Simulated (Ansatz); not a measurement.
One stationary structure of HfO2. Space group P4₂/nmc (No. 137). Level of theory: r2SCAN (plane waves to 500 eV, PAW, scalar-relativistic; Ansatz, a first-principles code).

```xyz
6
Lattice="3.5770 0.0000 0.0000 0.0000 3.5770 0.0000 0.0000 0.0000 5.2035" Properties=species:S:1:pos:R:3 pbc="T T T"
Hf     0.0000     0.0000     0.0000
Hf     1.7885     1.7885     2.6018
O      0.0000     1.7885     1.5815
O      1.7885     0.0000     3.6220
O      0.0000     1.7885     4.1832
O      1.7885     0.0000     1.0203
```

Problem. What band gap does r2SCAN give?

Solution. 5.27 eV, indirect (valence top at Z, conduction bottom at Γ) (no spin-orbit coupling).

Problem. Give the smallest direct gap at the level r2SCAN.

Solution. 5.34 eV at Γ.

No spin polarisation in the result.

The run could not lose the symmetry of its start.

It was reached from a disturbed copy of a Fm-3m (No. 225) cell (fluorite type), against which it lies -0.033 eV/atom.

The first start was generated by placing the elements on the sites of a structure type. Materials Project lists a structure of HfO2 in the same space group, P4₂/nmc (No. 137); the sites were not compared with it, nor with measured phases.
